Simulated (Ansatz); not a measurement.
A: PbSe (rock salt), a = 6.2178 Å, b = 6.2178 Å, c = 6.2178 Å, α = 90.00°, β = 90.00°, γ = 90.00°
B: CsSnI3 (cubic perovskite), a = b = c = 6.271 Å, α = β = γ = 90.00°
C: CuI (zinc blende), a = b = c = 6.079 Å, α = β = γ = 90.00°

Scan: energy over volume and axial ratio (atoms clamped). All come from one method, each on a k mesh of its own. All were relaxed with their symmetry unable to fall. CuI is run without spin polarisation. Spin-orbit coupling is left out. This is a high-temperature form of CsSnI3.

**Question.** Rank these by shear modulus C′ = (C11 − C12)/2 (fitted) (highest first), as PBE (plane waves to 420 eV, PAW, scalar-relativistic; Ansatz, a program for electronic structure) gives it.

**Answer.** A (51 GPa), B (16 GPa), C (9 GPa)

(Under strain, the slope of the energy per volume gives the stress and its curvature an elastic modulus.)
